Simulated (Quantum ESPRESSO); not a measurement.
**Band energies of SiC**

```
SiC
1.0
    0.00000     2.17699     2.17699
    2.17699     0.00000     2.17699
    2.17699     2.17699     0.00000
C Si
1 1
Direct
  0.00000   0.00000   0.00000
  0.75000   0.75000   0.75000
```

PBE (pw.x of Quantum ESPRESSO, ONCV potentials, without SOC); path ΓXWKΓLUWLK,UX; energies in eV from the valence-band maximum.

| k (1/Å) | point | band 1 | band 2 | band 3 | band 4 | band 5 | band 6 | band 7 |
|---|---|---|---|---|---|---|---|---|
| 0.00 | Γ | -15.43 | 0.00 | 0.00 | 0.00 | 6.26 | 7.33 | 7.33 |
| 0.33 |  | -15.08 | -0.97 | -0.61 | -0.61 | 6.33 | 7.17 | 8.25 |
| 0.78 |  | -13.58 | -3.73 | -2.11 | -2.11 | 3.72 | 6.07 | 10.97 |
| 1.22 |  | -11.19 | -6.91 | -3.07 | -3.07 | 1.64 | 4.53 | 13.55 |
| 1.44 | X | -10.40 | -7.81 | -3.20 | -3.20 | 1.36 | 4.34 | 14.03 |
| 1.56 |  | -10.39 | -7.77 | -3.33 | -3.32 | 1.59 | 4.56 | 13.75 |
| 2.04 |  | -10.19 | -7.11 | -4.87 | -4.62 | 4.84 | 8.34 | 9.89 |
| 2.16 | W | -10.17 | -7.03 | -5.00 | -4.70 | 5.22 | 9.46 | 9.48 |
| 2.55 |  | -10.38 | -7.25 | -5.51 | -2.90 | 3.46 | 7.86 | 11.27 |
| 2.67 | K | -10.40 | -7.28 | -5.56 | -2.60 | 3.12 | 7.79 | 11.86 |
| 2.88 |  | -10.91 | -6.99 | -5.58 | -2.08 | 3.99 | 9.33 | 10.59 |
| 3.29 |  | -12.92 | -5.42 | -3.80 | -0.90 | 6.08 | 8.40 | 8.69 |
| 3.70 |  | -14.62 | -2.70 | -1.50 | -0.16 | 7.10 | 7.31 | 7.79 |
| 4.00 |  | -15.30 | -0.61 | -0.26 | -0.01 | 6.54 | 7.29 | 7.41 |
| 4.21 | Γ | -15.43 | 0.00 | 0.00 | 0.00 | 6.26 | 7.33 | 7.33 |
| 4.40 |  | -15.31 | -0.63 | -0.08 | -0.08 | 6.48 | 7.45 | 7.48 |
| 4.78 |  | -14.41 | -3.85 | -0.54 | -0.54 | 6.09 | 7.95 | 7.95 |
| 5.07 |  | -13.21 | -6.46 | -0.88 | -0.88 | 5.67 | 7.61 | 7.61 |
| 5.46 | L | -11.85 | -8.56 | -1.05 | -1.05 | 5.46 | 7.25 | 7.25 |
| 5.85 |  | -11.46 | -8.12 | -3.01 | -1.61 | 5.03 | 7.78 | 8.65 |
| 6.14 |  | -10.76 | -7.40 | -5.14 | -2.28 | 3.71 | 8.80 | 10.77 |
| 6.34 | U | -10.40 | -7.28 | -5.56 | -2.60 | 3.12 | 7.79 | 11.86 |
| 6.54 |  | -10.34 | -7.21 | -5.45 | -3.28 | 3.89 | 7.98 | 10.78 |
| 6.85 | W | -10.17 | -7.03 | -5.00 | -4.70 | 5.22 | 9.46 | 9.48 |
| 6.94 |  | -10.23 | -7.03 | -5.16 | -4.42 | 5.20 | 9.05 | 9.65 |
| 7.22 |  | -10.85 | -7.47 | -4.57 | -2.96 | 5.14 | 7.79 | 10.44 |
| 7.59 |  | -11.65 | -8.34 | -2.13 | -1.41 | 5.73 | 6.77 | 8.16 |
| 7.87 | L | -11.85 | -8.56 | -1.05 | -1.05 | 5.46 | 7.25 | 7.25 |
| 7.96 |  | -11.83 | -8.53 | -1.19 | -1.09 | 5.54 | 7.13 | 7.33 |
| 8.22 |  | -11.53 | -8.20 | -2.71 | -1.52 | 5.22 | 7.53 | 8.41 |
| 8.58 |  | -10.72 | -7.36 | -5.24 | -2.31 | 3.63 | 8.73 | 10.91 |
| 8.75 | K | -10.40 | -7.28 | -5.56 | -2.60 | 3.12 | 7.79 | 11.86 |
| 8.75 | U | -10.40 | -7.28 | -5.56 | -2.60 | 3.12 | 7.79 | 11.86 |
| 8.86 |  | -10.33 | -7.44 | -5.14 | -2.81 | 2.71 | 6.73 | 12.50 |
| 9.26 | X | -10.40 | -7.81 | -3.20 | -3.20 | 1.36 | 4.34 | 14.03 |

The PBE gap is indirect, 1.36 eV, from Γ to X; the smallest direct gap is 4.56 eV.

Geometry of the Materials Project entry, not relaxed at this level.
